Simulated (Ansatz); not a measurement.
MoPt, first-principles data

MoPt:
```cif
data_MoPt
_chemical_formula_sum 'Pt1 Mo1'
_space_group_name_H-M_alt 'P 1'
_space_group_IT_number 1
_cell_length_a 3.68867
_cell_length_b 3.68867
_cell_length_c 3.68867
_cell_angle_alpha 60.000
_cell_angle_beta 60.000
_cell_angle_gamma 60.000
loop_
_space_group_symop_operation_xyz
  'x, y, z'
loop_
_atom_site_label
_atom_site_type_symbol
_atom_site_fract_x
_atom_site_fract_y
_atom_site_fract_z
_atom_site_occupancy
Pt1 Pt 0.00000 0.00000 0.00000 1
Mo1 Mo 0.50000 0.50000 0.50000 1
```

Space group Fm-3m (No. 225), rock salt; conventional cell a = b = c = 5.217 Å, α = β = γ = 90.00°.

Method: r²SCAN in the plane-wave PAW code Ansatz. Structure relaxed to zero pressure with the same functional. Other levels are named where they apply.

**Cell and energy**

```yaml
volume_per_atom: 17.74 Å³
density: 13.62 g/cm³
Formation energy from the elements (no fitted shifts): 0.73 eV/atom
```

**Electronic structure**

```yaml
electronic_character: metallic (no gap)
Density of states at the Fermi level: 1.7 states/eV per atom (mean over ±0.08 eV)
Gap with spin–orbit coupling: none (metallic)
```

**Mechanics**

```yaml
Bulk modulus (Birch–Murnaghan fit): 213 GPa
Pressure derivative B′: 4.6
Elastic constants (relaxed ions, GPa): C11 = 256, C12 = 191, C44 = 9.8
mechanical_stability: stable (all eigenvalues of C positive)
hill_bulk_and_shear_moduli: 212 and 16.3 GPa
Young's modulus: 47.6 GPa
Poisson's ratio: 0.46
debye_temperature_from_the_elastic_constants: 142 K
```

**Charges**

```yaml
bader_charges: Pt -1.14, Mo +1.14 e
```

The start of the workflow was typed in or built on a structure type; neither database checked (COD, Materials Project) lists it. Its standing as an ambient phase is unchecked. Symmetry was held in the r²SCAN relaxation; its stability against distortions is not shown here. No spin polarisation was allowed. The volume moved by 16 % from the start of the relaxation. Its formation energy is positive at this level, so the cell may be metastable or incomplete. As this level gives no gap, shear constants depend on the k-mesh and smearing (Fermi–Dirac, 0.1 eV here). The references are the lowest solids computed at this level, not always the standard phases. Spin–orbit coupling is left out wherever it is not named.

Potentials: the later of the program's two PAW sets.
